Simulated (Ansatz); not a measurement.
Starting cell, SiC (zinc blende):

```
CELL_PARAMETERS angstrom
      0.00000     4.37975     4.37975
      2.18988     0.00000     2.18988
      2.18988     2.18988     0.00000
ATOMIC_POSITIONS crystal
  C  0.37500 0.75000 0.75000
  C  0.87500 0.75000 0.75000
  Si 0.00000 0.00000 0.00000
  Si 0.50000 0.00000 0.00000
```

Scan: atom 3 (Si, nearest neighbour C at 1.896 Å; its periodic images, 3.1 Å or more away, move with it) is displaced along Cartesian x, direction (1.000, 0.000, 0.000) in Cartesian axes, by s. The other atoms stay.

The numbers are results of PBE (plane waves to 420 eV, PAW, scalar-relativistic; Ansatz, a program for electronic structure), not measurements. k mesh 5×10×10 (Γ-centred), Fermi-Dirac smearing 0.05 eV. Energies are smeared free energies. As the smearing reaches across the gap at some points, energies and forces of such displacements shift with the k mesh and the smearing. SiC was relaxed with its symmetry unable to fall. The zero of ΔE is the undisplaced structure. The last digit holds for this mesh only.

```tsv
s (Å)	ΔE (meV/cell)
-0.570	3170.4
-0.456	2141.2
-0.342	1250.8
-0.228	569.3
-0.114	143.7
0.000	0.0
0.114	141.8
0.228	withheld
0.342	1203.1
0.456	2035.7
0.570	2980.8
```

Question: Fit a polynomial form (powers 2, 3, 4) to the given rows and predict ΔE at s = 0.228.

Answer: Least squares on the 10 given rows: ΔE = (11070)·s² + (-523.9)·s³ + (-4935)·s⁴, in meV/cell with s in Å; root-mean-square residual 2.17 meV/cell. At 0.228 the fit gives 555.9 meV/cell; the calculation gives 554.2 meV/cell, so the interpolation is off by 1.7 (+0.3 %). The quadratic term alone would give 575.5 meV/cell.

(A displaced cell: forces are minus the slopes of the energy, force constants its curvatures, and phonons follow from these.)
